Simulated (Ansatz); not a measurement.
# Is this Be₂ZnSe₃ structure a true minimum?

It was reached by relaxing an invented guess, and it needn't be the stable form of this composition.

Method: DFT PBE, scalar-relativistic, plane waves, PAW (Ansatz). Cutoff 420 eV; k points 12×12×4 on the computed 6-atom cell (Γ-centred); Gaussian smearing, width 0.02 eV; no spin polarisation.

The cell below (6 atoms, space group P3m1 (No. 156)) is relaxed within its symmetry.

```xyz
6
Lattice="3.7900 0.0000 0.0000 -1.8950 3.2822 0.0000 0.0000 0.0000 9.3407" Properties=species:S:1:pos:R:3 pbc="T T T"
Be    0.0000    0.0000    0.0789
Be    1.8950    1.0941    3.0286
Zn    0.0000    2.1881    6.1939
Se    0.0000    0.0000    7.1927
Se    0.0000    2.1881    3.7347
Se    1.8950    1.0941    0.7877
```

For the test a repeat of it with 12 atoms (edges 3.79, 6.56, 9.34 Å) was strained at random (σ = 1.5 % a component), the atoms were moved at random (σ = 0.10 Å), and all was relaxed again on a coarse 4×2×2 mesh (in the run’s order of axes) with 0.10 eV smearing, with no symmetry imposed.

**Question.** Is the structure stable against such a distortion?

**Answer.** It returns, within 1 meV/atom of the unmoved cell on that mesh and with the same symmetry when read at 0.1 Å (Cm at 0.01 Å, so small strains and shifts remain). So it is stable against the distortions that fit this cell and that this random move excites. Modes that don't fit the cell aren't tested.
